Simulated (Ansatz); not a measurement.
Here is the system:

HgPd:
```cif
data_HgPd
_chemical_formula_sum 'Hg1 Pd1'
_space_group_name_H-M_alt 'P 1'
_space_group_IT_number 1
_cell_length_a 3.01772
_cell_length_b 3.01772
_cell_length_c 3.72515
_cell_angle_alpha 90.000
_cell_angle_beta 90.000
_cell_angle_gamma 90.000
loop_
_space_group_symop_operation_xyz
  'x, y, z'
loop_
_atom_site_label
_atom_site_type_symbol
_atom_site_fract_x
_atom_site_fract_y
_atom_site_fract_z
_atom_site_occupancy
Hg1 Hg 0.00000 0.00000 0.00000 1
Pd1 Pd 0.50000 0.50000 0.50000 1
```

This is the PBEsol-relaxed structure.

### Question
All from DFT-PBEsol in the program Ansatz with PAW potentials, unless another level is named. Give the formation energy from the elements (no fitted shifts).

### Answer
-24 kJ/mol-atom.

### Question
What about the gap with spin–orbit coupling?

### Answer
none (metallic).

Space group P4/mmm (L1₀ or tetragonal B2). The workflow started from an entry of the Crystallography Open Database (COD). Whether it is the stable phase at ambient conditions was not checked. The PBEsol relaxation kept the symmetry of its start; of distortions, only those at the zone centre were tested. No spin polarisation was allowed. The references are the lowest solids computed at this level, not always the standard phases. Scalar-relativistic: spin–orbit coupling is off unless named, which matters more the heavier the elements.

Potentials: the later of the program's two PAW sets.
